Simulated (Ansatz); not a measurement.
ZrCu:
```cif
data_Cu8Zr8
_chemical_formula_sum 'Zr8 Cu8'
_space_group_name_H-M_alt 'Cm'
_space_group_IT_number 8
_space_group_name_Hall 'C -2y'
_cell_length_a 6.42869
_cell_length_b 8.15760
_cell_length_c 5.32046
_cell_angle_alpha 90.000
_cell_angle_beta 104.688
_cell_angle_gamma 90.000
loop_
_atom_site_label
_atom_site_type_symbol
_atom_site_symmetry_multiplicity
_atom_site_Wyckoff_symbol
_atom_site_fract_x
_atom_site_fract_y
_atom_site_fract_z
_atom_site_occupancy
Zr1 Zr 2 a 0.40621 0.50000 0.00386 1
Zr2 Zr 2 a 0.40838 0.00000 0.97778 1
Zr3 Zr 4 b 0.04794 0.22282 0.59302 1
Cu1 Cu 2 a 0.21862 0.50000 0.44711 1
Cu2 Cu 2 a 0.30278 0.00000 0.43449 1
Cu3 Cu 4 b 0.19581 0.24975 0.15312 1
```
(The calculation used a cell of 8 atoms; values per cell refer to that cell.)

Relaxed at zero pressure with DFT-PBEsol in the program Ansatz with PAW potentials.

The volume is lowered by 6 % and shape and atoms relax at that volume. What pressure results, and how do the axes share the change?

8.9 GPa; a -3.1 %, b -1.6 %, c -1.1 %; the energy rises by 27 meV/atom.

Give the new structure.


Space group Cm (No. 8); a = 6.230 Å, b = 8.024 Å, c = 5.263 Å, α = γ = 90.00°, β = 105.37°

| atom | site | symmetry | x | y | z |
|---|---|---|---|---|---|
| Zr | 2a | m | 0.4034 | 0.5000 | 0.0005 |
| Zr | 2a | m | 0.4071 | 0.0000 | 0.9733 |
| Zr | 4b | 1 | 0.0503 | 0.2221 | 0.5970 |
| Cu | 2a | m | 0.2183 | 0.5000 | 0.4459 |
| Cu | 2a | m | 0.3034 | 0.0000 | 0.4322 |
| Cu | 4b | 1 | 0.1954 | 0.2498 | 0.1548 |

The phase is kept; no other phase was compared at this pressure.

The first step of the workflow began from a Materials Project structure, measured or hypothetical; the Crystallography Open Database copy checked does not list it. Its standing as an ambient phase is unchecked. Symmetry was held in the PBEsol relaxation. At this level the phase is dynamically unstable (imaginary phonons). The run is not spin-polarised. Axis ratios of metals converge slowly with the k-mesh, so a and c are less sure than the volume.

Potentials: the later of the program's two PAW sets.
